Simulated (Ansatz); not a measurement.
### Question
C (fcc (Cu type), Fm-3m) is relaxed with plane-wave PAW r²SCAN+D4 (Ansatz code). What lattice parameters of the conventional cell result?

### Answer
a = 3.092 Å.

### Question
Is it a metal or does it have a gap at this level?

### Answer
No gap at this level.

The start of the workflow was typed in or built on a structure type; neither database checked (COD, Materials Project) lists it. It is not the phase usual at ambient conditions (space group No. 194, 227). The cell was relaxed with r²SCAN+D4 under the symmetry of its start. At this level the phase is mechanically unstable. The volume moved by -35 % from the start of the relaxation.

Potentials: the earlier of the program's two PAW sets.
